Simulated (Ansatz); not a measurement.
An elastic tensor (GPa, Voigt order, standard axes) from LDA (plane waves, PAW; program Ansatz):

```
 128  89.7  81.0   0.0   0.0   0.0
89.7   128  81.0   0.0   0.0   0.0
81.0  81.0   175   0.0   0.0   0.0
 0.0   0.0   0.0  18.0   0.0   0.0
 0.0   0.0   0.0   0.0  18.0   0.0
 0.0   0.0   0.0   0.0   0.0  19.2
```

Problem. Which compound is it?
(A) Mg, hcp (Mg type)
(B) Zr, hcp (Mg type)
(C) Ru, hcp (Mg type)
(D) Cu, hcp (Mg type)

Solution. B, Zr, hcp (Mg type)

Space group P6_3/mmc (hcp (Mg type)). The LDA relaxation kept the symmetry of its start. The run is not spin-polarised. As this level gives no gap, shear constants depend on the k-mesh and smearing (Fermi–Dirac, 0.1 eV here).

Potentials: the earlier of the program's two PAW sets. The files were generated under PBE; for other functionals the program regenerates the frozen cores, and for LDA and PBEsol the local potential too.
